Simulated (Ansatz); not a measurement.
GaN (CsCl type, Pm-3m) under volume change, PBE (plane waves, PAW; program Ansatz), scaled uniformly.

| V (Å³/atom) | E − E(relaxed) (meV/atom) | P (GPa) |
|---|---|---|
| 9.380 | 46.3 | 17.41 |
| 9.689 | 19.3 | 10.65 |
| 9.998 | (withheld) | (withheld) |
| 10.307 | 0.0 | 0.01 |
| 10.617 | 4.1 | -4.09 |
| 10.926 | (withheld) | (withheld) |
| 11.235 | 32.7 | -10.46 |

### Question
Fill in the missing entries.

### Answer

- 10.926, E − E(relaxed) (meV/atom): 15.3
- 10.926, P (GPa): -7.49
- 9.998, E − E(relaxed) (meV/atom): 4.5
- 9.998, P (GPa): 4.84

### Question
What does a third-order Birch–Murnaghan fit give for V₀, B₀ and B′?

### Answer
V₀ = 10.31 Å³/atom, B₀ = 148 GPa, B′ = 4.6.

The cell is a constructed one: a structure type filled with these elements; neither database checked (COD, Materials Project) lists it. It is not the phase usual at ambient conditions (space group No. 186, 216). Symmetry was held in the PBE relaxation; whether a distortion lowers the energy is not shown.

Potentials: the later of the program's two PAW sets.
